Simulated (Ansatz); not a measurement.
Consider the following.

C:
```yaml
crystal:
  lattice:
    - [4.45677, 0.00000, 0.00000]
    - [-2.22838, 3.85967, 0.00000]
    - [0.00000, 0.00000, 2.52997]
  atoms:
    - { symbol: C, position: [0.44789, 0.89578, 0.25000] }
    - { symbol: C, position: [0.10422, 0.55211, 0.25000] }
    - { symbol: C, position: [0.44789, 0.55211, 0.25000] }
    - { symbol: C, position: [0.55211, 0.10422, 0.75000] }
    - { symbol: C, position: [0.89578, 0.44789, 0.75000] }
    - { symbol: C, position: [0.55211, 0.44789, 0.75000] }
```

This is the PBE-relaxed structure. x, y and z are the axes in which the lattice vectors are written.

Question: All from plane-wave PAW PBE (Ansatz code), unless another level is named. Estimate the hole effective mass, band 1 of 2 at the edge.

Answer: 0.51 along x, 0.91 along z (mₑ).

Question: And the band gap?

Answer: 2.28 eV (direct).

Question: Give the valence-band maximum.

Answer: at Γ.

Space group P6_3/mmc. The start of the workflow was typed in or built on a structure type. Its sites differ from those of the usual phase in this space group: another stacking or structure type. The cell was relaxed with PBE under the symmetry of its start; its stability against distortions is not shown here.

Potentials: the later of the program's two PAW sets.
